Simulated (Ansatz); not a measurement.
NiC (rock salt, Fm-3m) at seven volumes, r²SCAN in the plane-wave PAW code Ansatz, scaled uniformly. One row is withheld.

| V (Å³/atom) | P (GPa) |
|---|---|
| 7.512 | 32.38 |
| 7.760 | 19.81 |
| 8.008 | 9.10 |
| 8.255 | 0.00 |
| 8.503 | -7.73 |
| 8.751 | -14.27 |
| 8.998 | ? |

Q: Fit the shown pressures and predict the withheld one.

A: P = (3/2)B₀(x^(7/2) − x^(5/2))[1 + (3/4)(B′ − 4)(x − 1)] with x = (V₀/V)^(2/3). Least squares on the six rows gives V₀ = 8.256 Å³/atom, B₀ = 279 GPa, B′ = 4.39. At V = 8.998, x = 0.9442 and P = -19.89 GPa. The run itself gave -19.77 GPa.

The start of the workflow was typed in or built on a structure type; neither database checked (COD, Materials Project) lists it. Whether it is the stable phase at ambient conditions was not checked. Symmetry was held in the r²SCAN relaxation; its stability against distortions is not shown here. The workflow began spin-polarised and lost its moments. The cell computed holds one magnetic atom, so no antiferromagnetic order was within reach. Its formation energy is positive at this level, so the cell may be metastable or incomplete.

Potentials: the earlier of the program's two PAW sets.
